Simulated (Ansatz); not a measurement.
Question: Each is relaxed and computed with the program Ansatz at the HSE06 level (PAW). Which alone has a direct gap?
(A) BaTiO3, cubic perovskite
(B) La2O3, La2O3 or Ni2Al3 type
(C) SiO2, rutile
(D) HfO2, P4_2/nmc (Hf on 2a, O on 4d)

Answer: C, SiO2, rutile. SiO2: gap 7.77 eV (direct); HfO2: gap 6.33 eV (indirect); BaTiO3: gap 3.26 eV (indirect); La2O3: gap 5.28 eV (indirect). Not the usual ambient phase: SiO2, rutile; HfO2, P4_2/nmc (Hf on 2a, O on 4d); BaTiO3, cubic perovskite. All cells were relaxed under the symmetry of their starts (and spin orders); stability against distortions was not tested throughout. Rows with no word on spin ran without spin polarisation. Scalar-relativistic: spin–orbit coupling is off unless named, which matters more the heavier the elements.

Potentials: the earlier of the program's two PAW sets.
